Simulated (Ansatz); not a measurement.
As (space group R-3m)

```
As
1.0
    1.88002     1.08543     3.32837
   -1.88002     1.08543     3.32837
    0.00000    -2.17086     3.32837
As
2
Direct
  0.23051   0.23051   0.23051
  0.76949   0.76949   0.76949
```

The numbers are results of LDA (plane waves to 420 eV, PAW, scalar-relativistic; Ansatz, a first-principles code), not measurements. DFPT wavenumbers on a 12×12×12 k mesh, in cm⁻¹ and rounded to 5; i marks imaginary ones, q is in fractions of the reciprocal vectors of the cell shown, and the three acoustic modes at Γ are left out. The program warned that its band solver left a few bands short of their tolerance. As was relaxed with its symmetry unable to fall.

### Question
Does any mode at Γ, L = (0.5, 0.0, 0.0), F = (0.5, 0.5, 0.0), T = (0.5, 0.5, 0.5) come out imaginary?

### Answer
No imaginary mode at these points (lowest 80 cm⁻¹ at F = (0.5, 0.5, 0.0)); other wave vectors were not tested.

### Question
Predict the phonon wavenumbers at Γ, L = (0.5, 0.0, 0.0), F = (0.5, 0.5, 0.0), T = (0.5, 0.5, 0.5).

### Answer
```tsv
q	wavenumbers (cm⁻¹)
Γ	165 (×2), 235
L = (0.5, 0.0, 0.0)	105, 125, 135, 205, 210, 235
F = (0.5, 0.5, 0.0)	80, 85, 115, 165, 180, 210
T = (0.5, 0.5, 0.5)	80 (×2), 105, 220 (×2), 255
```
